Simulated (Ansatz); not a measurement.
TaN (rock salt)

```
CELL_PARAMETERS angstrom
      0.00000     4.39630     4.39630
      2.19815     0.00000     2.19815
      2.19815     2.19815     0.00000
ATOMIC_POSITIONS crystal
  N  0.00000 0.00000 0.00000
  N  0.50000 0.00000 0.00000
  Ta 0.25000 0.50000 0.50000
  Ta 0.75000 0.50000 0.50000
```

Scan: atom 3 (Ta, nearest neighbour N at 2.198 Å; its periodic images, 3.1 Å or more away, move with it) is displaced along Cartesian [111], direction (0.577, 0.577, 0.577) in Cartesian axes, by s. The other atoms stay.

All values below come from r2SCAN (plane waves to 500 eV, PAW, scalar-relativistic; Ansatz, a first-principles code). k mesh 15×15×15 (Γ-centred), Fermi-Dirac smearing 0.05 eV. Energies are smeared free energies. With partly filled bands, energies and forces of such displacements shift with the k mesh and the smearing. Spin-orbit coupling is left out, though Ta is heavy. TaN is run without spin polarisation. TaN was relaxed with its symmetry unable to fall. This is a high-temperature form of TaN. The zero of ΔE is the undisplaced structure. The last digit holds for this mesh only.

```json
[
 {"s (Å)": "-0.660", "ΔE (meV/cell)": "withheld"},
 {"s (Å)": "-0.528", "ΔE (meV/cell)": "1023.1"},
 {"s (Å)": "-0.396", "ΔE (meV/cell)": "540.0"},
 {"s (Å)": "-0.264", "ΔE (meV/cell)": "230.6"},
 {"s (Å)": "-0.132", "ΔE (meV/cell)": "57.4"},
 {"s (Å)": "0.000", "ΔE (meV/cell)": "0.0"},
 {"s (Å)": "0.132", "ΔE (meV/cell)": "57.4"},
 {"s (Å)": "0.264", "ΔE (meV/cell)": "230.6"},
 {"s (Å)": "0.396", "ΔE (meV/cell)": "540.0"},
 {"s (Å)": "0.528", "ΔE (meV/cell)": "1023.1"},
 {"s (Å)": "0.660", "ΔE (meV/cell)": "withheld"}
]
```

### Question
Fit an even polynomial form (powers 2, 4, 6) to the given rows and predict ΔE at s = 0.660.

### Answer
Least squares on the 9 given rows: ΔE = (3231)·s² + (1060)·s⁴ + (1840)·s⁶, in meV/cell with s in Å; root-mean-square residual 0.41 meV/cell. At 0.660 the fit gives 1760.6 meV/cell; the calculation gives 1708.6 meV/cell, so the extrapolation is off by 52.0 (+3.0 %). The quadratic term alone would give 1407.4 meV/cell.

(A displaced cell: forces are minus the slopes of the energy, force constants its curvatures, and phonons follow from these.)
